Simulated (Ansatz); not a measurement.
ZnSe (zinc blende)

```xyz
2
Lattice="0.0000 2.8330 2.8330 2.8330 0.0000 2.8330 2.8330 2.8330 0.0000" Properties=species:S:1:pos:R:3 pbc="T T T"
Se     4.2496     4.2496     4.2496
Zn     0.0000     0.0000     0.0000
```

This relaxed cell (volume V₀) is scaled evenly in all directions, its shape held. Symmetry pins the atoms to their sites.

Computed with r2SCAN (plane waves to 500 eV, PAW, scalar-relativistic; Ansatz, a quantum-chemistry and plane-wave program). k mesh 10×10×10 (Γ-centred), Fermi-Dirac smearing 0.05 eV. Energies are smeared free energies. Compression counts positive. The PAW data are Ansatz's earlier set. ZnSe was relaxed with its symmetry unable to fall. ΔE is measured from the relaxed starting cell.

| V (Å³/atom) | ΔE (meV/atom) |
|---|---|
| 20.464 | 55.8 |
| 21.033 | 29.9 |
| 21.601 | 12.7 |
| 22.170 | 3.0 |
| 22.738 | 0.0 |
| 23.307 | 2.8 |
| 23.875 | 10.6 |
| 24.444 | withheld |
| 25.012 | 39.0 |

Task: Fit a third-order Birch-Murnaghan form (E₀, V₀, B₀, B₀′ free) to the given rows and predict ΔE at V = 24.444.

Result: Least squares on the 8 given rows: ΔE = E₀ + (9V₀B₀/16)·y²·[2 + (B₀′ − 4)y], y = (V₀/V)^(2/3) − 1, with V₀ = 22.738 Å³/atom, B₀ = 65.14 GPa (160.2 GPa = 1 eV/Å³; the term in eV is multiplied by 1000), B₀′ = 4.35, E₀ = 0.01 meV/atom; root-mean-square residual 0.02 meV/atom. At 24.444 the fit gives 22.9 meV/atom; the calculation gives 22.9 meV/atom, the same to the digits shown. For the pressure the fit gives -4.03 GPa against the computed -4.03 GPa.

(A scan under strain: stresses follow from slopes of the energy per volume, elastic moduli from its curvatures.)
